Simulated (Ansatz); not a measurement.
Cl:
```cif
data_Cl
_chemical_formula_sum 'Cl1'
_space_group_name_H-M_alt 'P 1'
_space_group_IT_number 1
_cell_length_a 2.82065
_cell_length_b 2.82065
_cell_length_c 2.82065
_cell_angle_alpha 90.000
_cell_angle_beta 90.000
_cell_angle_gamma 90.000
loop_
_space_group_symop_operation_xyz
  'x, y, z'
loop_
_atom_site_label
_atom_site_type_symbol
_atom_site_fract_x
_atom_site_fract_y
_atom_site_fract_z
_atom_site_occupancy
Cl1 Cl 0.00000 0.00000 0.00000 1
```

This is the PBE+D3(BJ)-relaxed structure.

All from PBE+D3(BJ) (plane waves, PAW; program Ansatz), unless another level is named. Predict the bulk modulus (Birch–Murnaghan fit).

39.3 GPa.

Give the elastic constants (relaxed ions, GPa).

C11 = -98.8, C12 = 108, C44 = 3.8.

Space group Pm-3m (simple cubic). A made-up cell: these elements were put on the sites of a structure type; neither database checked (COD, Materials Project) lists it. It is not the usual solid phase (space group No. 64). The cell was relaxed with PBE+D3(BJ) under the symmetry of its start. At this level the phase is dynamically unstable (imaginary phonons). The substance is a gas or liquid at ambient conditions. With an odd number of electrons in the cell and no spin polarisation, the count alone makes it a metal. As this level gives no gap, shear constants depend on the k-mesh and smearing (Fermi–Dirac, 0.1 eV here).

Potentials: the later of the program's two PAW sets.
